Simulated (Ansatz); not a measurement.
A generated cell, in the space group of a known form (sites not compared), of Li$_{3}$Sb: Fm-3m (No. 225), cF16; a = b = c = 6.5446 Å, α = β = γ = 90.00°; Li 8c (0.250, 0.250, 0.250); Li 4b (0.500, 0.500, 0.500); Sb 4a (0.000, 0.000, 0.000). Method: r2SCAN (plane waves to 500 eV, PAW, scalar-relativistic; Ansatz, a program for electronic structure). Element references, the lowest calculated here: Li (Fm-3m, not the ambient form), Sb (R-3m).

What formation energy of this Fm-3m form of Li3Sb from the elements does r2SCAN give?

-0.73 eV/atom.

A lower structure of this composition may exist.

Static energies, no anion corrections, no zero-point energy. Values are rounded to 0.01 eV/atom. Not shown to be the ambient phase of their composition (a lower form may be missing, and a cell relaxed within its start's symmetry can be a saddle point): Li3Sb (Fm-3m). Spin-orbit coupling is missing from these energies, which matters for elements this heavy. The compounds carry no spin polarisation.
